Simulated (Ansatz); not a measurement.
The relaxed structure here is a generated cell of Nb: the first start was made by placing the elements on the sites of a structure type, and the end was not matched to a known phase here, so it may be hypothetical. Known forms of Nb include space group No. 229.

A relaxed cell of Nb (P6₃/mmc (No. 194)), relaxed on a k-mesh at least as fine as the one used below. These are PBEsol (plane waves to 420 eV, PAW, scalar-relativistic; Ansatz, a program for electronic structure) values and carry that method's errors. Γ-centred k-mesh 13×13×2 on the run's cell (coarser than for final values), Fermi–Dirac smearing 0.05 eV.

```
CELL_PARAMETERS angstrom
      2.82579     0.00000     0.00000
     -1.41289     2.44720     0.00000
      0.00000     0.00000    20.84599
ATOMIC_POSITIONS crystal
  Nb 0.00000 0.00000 0.00000
  Nb 0.00000 0.00000 0.50000
  Nb 0.00000 0.00000 0.25000
  Nb 0.00000 0.00000 0.75000
  Nb 0.33333 0.66667 0.12500
  Nb 0.33333 0.66667 0.62500
  Nb 0.66667 0.33333 0.37500
  Nb 0.66667 0.33333 0.87500
```

The atoms are displaced along an unstable phonon of this cell by (Å):

| atom | ux | uy | uz |
|---|---|---|---|
| Nb1 | 0.000 | 0.150 | 0.000 |
| Nb2 | 0.000 | -0.150 | 0.000 |
| Nb3 | 0.000 | 0.000 | 0.000 |
| Nb4 | 0.000 | 0.000 | 0.000 |
| Nb5 | 0.000 | -0.115 | 0.000 |
| Nb6 | 0.000 | 0.115 | 0.000 |
| Nb7 | 0.000 | 0.114 | 0.000 |
| Nb8 | 0.000 | -0.114 | 0.000 |

Question: What forces (eV/Å) and pressure result?

Answer: 
```
atom    Fx     Fy     Fz
----  ----  -----  -----
Nb1   0.00   0.16  -0.03
Nb2   0.00  -0.16   0.03
Nb3   0.00   0.00   0.00
Nb4   0.00   0.00   0.00
Nb5   0.00  -0.07  -0.06
Nb6   0.00   0.20  -0.09
Nb7   0.00   0.07   0.06
Nb8   0.00  -0.20   0.09
```

Pressure +0.2 GPa.

The undisplaced cell is probably no minimum: from this displacement the run went on to Im-3m (No. 229), 0.30 eV/atom below it.

No spin polarisation in the result.
